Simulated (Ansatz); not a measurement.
RuS2 in space group Pa-3 (No. 205; Ru on 4a, S on 8c), the program Ansatz at the r²SCAN level (PAW): ε∞ = 14.5, cell volume 178.64 Å³. Infrared-active transverse modes:

| ω_TO (cm⁻¹) | oscillator strength S_xx (e²/amu) |
|---|---|
| 181.7 | 0.004588 |
| 231.4 | 0.01787 |
| 329.8 | 0.1259 |
| 359.7 | 0.06857 |
| 371.8 | 1.236 |

Compute the static dielectric constant.

Each mode adds (4.921e7/V) S/ω²: 0.04, 0.09, 0.32, 0.15, 2.46. So ε0 = 17.5.

Symmetry was held in the r²SCAN relaxation; phonons on a q-mesh show no instability. The run is not spin-polarised. Scalar-relativistic: spin–orbit coupling is off unless named, which matters more the heavier the elements.

Potentials: the later of the program's two PAW sets.
